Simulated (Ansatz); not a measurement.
Relaxed-ion elastic tensor of ZnS (wurtzite, space group No. 186) in GPa (Voigt order), PBEsol (plane waves, PAW; program Ansatz); density 4.21 g/cm³, 19.23 Å³ per atom.

```tsv
	1	2	3	4	5	6
1	126	59.6	46.2	0.0	0.0	0.0
2	59.6	126	46.2	0.0	0.0	0.0
3	46.2	46.2	150	0.0	0.0	0.0
4	0.0	0.0	0.0	28.6	0.0	0.0
5	0.0	0.0	0.0	0.0	28.6	0.0
6	0.0	0.0	0.0	0.0	0.0	33.4
```

Question: Is the crystal mechanically stable?

Answer: Yes: the smallest eigenvalue of C is 28.6 GPa.

Question: Work out the Voigt, Reuss and Hill averages.

Answer: K_V = 78.5, K_R = 78.5, K_H = 78.5; G_V = 34.8, G_R = 33.4, G_H = 34.1 GPa.

Question: Give Young's modulus, Poisson's ratio, Pugh's ratio and the universal anisotropy index.

Answer: E = 9KG/(3K + G) = 89.3 GPa; ν = 0.31; K/G = 2.30 (ductile by the Pugh limit of 1.75); A_U = 5G_V/G_R + K_V/K_R − 6 = 0.22.

Question: Estimate the sound speeds and the Debye temperature.

Answer: v_l = √((K + 4G/3)/ρ) = 5430 m/s, v_t = √(G/ρ) = 2850 m/s, mean 3180 m/s; Θ = (h/k)(3n/4πV)^(1/3) v_m = 354 K.

Question: Solve the Christoffel equation for the three sound speeds along x, y, z.

Answer: Eigenvalues of C_ijkl n_j n_l equal ρv² (piezoelectric stiffening left out). In km/s, slowest first: x 2.61, 2.82, 5.48; y 2.61, 2.82, 5.48; z 2.61, 2.61, 5.97.

Question: How much does each axis shrink under pressure?

Answer: Linear compressibilities β_i = Σ_j S_ij (j = 1 to 3): x 4.4, y 4.4, z 4.0 per TPa.

Space group P6_3mc (wurtzite). Symmetry was held in the PBEsol relaxation.

Potentials: the later of the program's two PAW sets.
